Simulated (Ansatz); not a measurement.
Relaxed BAs (zinc blende):

```
BAs
1.0
    0.00000     4.80936     4.80936
    2.40468     2.40468     4.80936
    2.40468     2.40468     0.00000
As B
2 2
Cartesian
  3.60702   8.41639   8.41639
  3.60702   6.01170   6.01170
  0.00000   0.00000   0.00000
  2.40468   4.80936   7.21405
```

The atoms are displaced by Q × the pattern below (from a DFPT mode at X = (0.5, 0.5, 0.0), largest move 1; Q in Å), at fixed cell. It is one choice among 2 degenerate patterns. (q is in reciprocal vectors of the primitive cell; the cell shown is doubled to hold the pattern.)

```tsv
atom	x	y	z
As1	0.105	0.000	0.000
As2	-0.105	0.000	0.000
B3	0.000	-1.000	0.000
B4	0.000	1.000	0.000
```

The numbers are results of PBE (plane waves to 420 eV, PAW, scalar-relativistic; Ansatz, an electronic-structure program), not measurements. k mesh 12×12×12 (Γ-centred), Fermi-Dirac smearing 0.05 eV. The energy includes the smearing's −TS. Stress and pressure are positive under compression. BAs was relaxed with its symmetry unable to fall. The PAW data are Ansatz's earlier set. ΔE is measured from the undisplaced structure.

```tsv
Q (Å)	ΔE (meV/cell)	−dE/dQ from forces (eV/Å)	P (GPa)
-0.280	1218	8.461	7.8
-0.233	853	7.180	5.5
-0.187	549	5.822	3.5
-0.140	310	4.409	2.0
-0.093	138	2.958	0.9
-0.047	35	1.485	0.2
0.000	0	0.000	0.0
0.047	35	-1.485	0.2
0.093	138	-2.958	0.9
0.140	310	-4.409	2.0
0.187	549	-5.822	3.5
0.233	853	-7.180	5.5
0.280	1218	-8.461	7.8
```

Summary:

| Property | Result |
|---|---|
| Energy at Q = 0.280 Å | 1218 meV/cell |
| Space group of the distorted cell | C222_1 (No. 20), lowered from F-43m |
| Symmetry of the curve | even: the same for both signs |
| Shape of the curve | a single well with its minimum at or next to zero displacement |
| Harmonic wavenumber from the curvature (finite differences) | 610 cm⁻¹ |
| Wavenumber by perturbation theory (DFPT, on another k mesh) | 610 cm⁻¹ |

(A displaced cell: forces are minus the slopes of the energy, force constants its curvatures, and phonons follow from these.)
